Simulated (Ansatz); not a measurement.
**Sr2AsN3, a known structure type with other elements, at an estimated volume**

```yaml
crystal:
  lattice:
    - [5.80786, 0.00000, 0.00000]
    - [2.60933, 5.45489, 0.00000]
    - [2.53116, 1.01646, 6.18888]
  atoms:
    - { symbol: Sr, position: [0.34312, 0.05436, 0.80488] }
    - { symbol: Sr, position: [0.65688, 0.94564, 0.19512] }
    - { symbol: Sr, position: [0.08398, 0.68416, 0.67076] }
    - { symbol: Sr, position: [0.91602, 0.31584, 0.32924] }
    - { symbol: As, position: [0.35986, 0.55818, 0.18368] }
    - { symbol: As, position: [0.64014, 0.44182, 0.81632] }
    - { symbol: N, position: [0.12900, 0.85680, 0.23910] }
    - { symbol: N, position: [0.87100, 0.14320, 0.76090] }
    - { symbol: N, position: [0.30900, 0.41330, 0.99240] }
    - { symbol: N, position: [0.69100, 0.58670, 0.00760] }
    - { symbol: N, position: [0.39970, 0.33690, 0.41220] }
    - { symbol: N, position: [0.60030, 0.66310, 0.58780] }
```

Single point in Ansatz 0.2.0 with r2SCAN, no spin polarisation. Cutoff 500 eV, PAW datasets, 4×4×3 (shifted by 0, 0.5, 0 steps) k mesh, fermi-dirac filling (width 0.1 eV).

Question: What is the band gap?

Answer: The gap on the k mesh is 3.08 eV; the mesh may miss the band edges, so the true gap of this level can be smaller.

Question: Describe some of the short contacts.

Answer: As–N at 1.73 Å: least valence density 1.35 e/Å³ and ELF 0.71 there, a shared, covalent-like contact. Sr–N at 2.66 Å: least valence density 0.19 e/Å³ and ELF 0.08 there, a closed-shell (ionic or weak) contact. Both are smooth PAW fields, read partly inside the augmentation spheres.

Question: Give the Bader charges.

Answer: Bader charges in e: Sr +1.53, As +2.02, N -1.73 to -1.62. In the mean As gives up most and N takes most.

Question: Which atom feels the largest force, and which way?

Answer: The largest is on As5 (and as large on other atoms): 2.42 eV/Å, components (-0.18, 1.31, 2.03). It makes 68° with the line to a nearest neighbour, N11 at 1.73 Å.

Origin: a known structure type with other elements, at an estimated volume, so it need not be a known compound. Caveats: an odd or shifted mesh can miss the band edges, so this level's true gap may be smaller; atoms or cell far from equilibrium.
